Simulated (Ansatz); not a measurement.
Starting cell, MgO (rock salt):

```xyz
4
Lattice="0.0000 4.2537 4.2537 2.1269 0.0000 2.1269 2.1269 2.1269 0.0000" Properties=species:S:1:pos:R:3 pbc="T T T"
O      0.0000     0.0000     0.0000
O      2.1269     2.1269     4.2537
Mg     2.1269     2.1269     2.1269
Mg     2.1269     4.2537     4.2537
```

A phonon eigenvector at L = (0.5, 0.0, 0.0) is frozen into this cell: atom i moves by Q times the vector below, so Q is the largest atomic displacement, in Å. The cell is held. (q is in reciprocal vectors of the primitive cell; the cell shown is doubled to hold the pattern.)

| atom | x | y | z |
|---|---|---|---|
| Mg3 | 0.577 | -0.577 | -0.577 |
| Mg4 | -0.577 | 0.577 | 0.577 |

Atoms not listed stay in place.

All values below come from PBE (plane waves to 420 eV, PAW, scalar-relativistic; Ansatz, an electronic-structure program). k mesh 13×13×13 (Γ-centred), Fermi-Dirac smearing 0.05 eV. E stands for the smeared free energy. MgO was relaxed with its symmetry unable to fall. ΔE is measured from the undisplaced structure.

```tsv
Q (Å)	ΔE (meV/cell)
-0.180	803
-0.150	558
-0.120	withheld
-0.090	201
-0.060	89
-0.030	22
0.000	0
0.030	22
0.060	89
0.090	201
0.120	withheld
0.150	558
0.180	803
```

Q: Fit an even polynomial form (powers 2, 4) to the given rows and predict ΔE at Q = -0.120.

A: Least squares on the 11 given rows: ΔE = (24810)·Q² + (-845.0)·Q⁴, in meV/cell with Q in Å; root-mean-square residual 0.2 meV/cell. At -0.120 the fit gives 357 meV/cell; the calculation gives 357 meV/cell, the same to the digits shown. The quadratic term alone would give 357 meV/cell.

(For displaced atoms, the force is minus the slope of the energy, and its curvature is a force constant, which sets phonon frequencies.)
